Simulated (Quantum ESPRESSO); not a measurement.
Kohn-Sham bands of CdI₂ (CdI2 type)

```xyz
3
Lattice="4.2910 0.0000 0.0000 -2.1455 3.7161 0.0000 0.0000 0.0000 7.3036" Properties=species:S:1:pos:R:3 pbc="T T T"
Cd     0.0000     0.0000     0.0000
I      2.1455    -1.2387     1.7221
I     -2.1455     1.2387    -1.7221
```

Materials Project entry mp-567259; symmetrised, unrelaxed at this level. COD (Crystallography Open Database) has the formula in 5 space groups, this one among them (matched by group alone). Method: PBEsol plane waves in Quantum ESPRESSO 7.5 (PseudoDojo norm-conserving files, 82 Ry, spinors with spin-orbit coupling), Bloch states on a 6×6×4 mesh through Γ, Wannier90 4.0.1. Density: 12×12×4 mesh, cold smearing 0.01 Ry. The cell is built of weakly bound layers, chains or molecules, whose nearest atoms lie 4.59 Å apart. Database cells relaxed without dispersion often hold them too far apart, which can enlarge gaps and weakens couplings between them; spacing and stacking were not compared with the measured crystal.

Energies are relative to the valence-band maximum; weights are on the orthonormalised atomic waves of the pseudopotential files, averaged over the group. 34 electrons a cell are treated as valence.

Into which isolated groups do the bands fall, where do they lie and what are they made of?


| bands | from (eV) | to (eV) | filling | weight on atomic waves |
|---|---|---|---|---|
| 1–2 | -101.58 | -101.58 | filled | Cd 4s 100 % |
| 3–4 | -66.74 | -66.74 | filled | Cd 4p 100 % |
| 5–8 | -60.90 | -60.89 | filled | Cd 4p 100 % |
| 9–12 | -12.26 | -11.61 | filled | I 5s 94 % |
| 13–16 | -8.11 | -7.93 | filled | Cd 4d 98 % |
| 17–22 | -7.49 | -7.22 | filled | Cd 4d 97 % |
| 23–34 | -4.15 | 0.00 | filled | I 5p 90 %, Cd 5s 6 % |
| 35–36 | 2.00 | 3.07 | empty | Cd 5s 51 %, I 5p 39 % |

The Kohn-Sham gap over both meshes and the path is 2.00 eV.
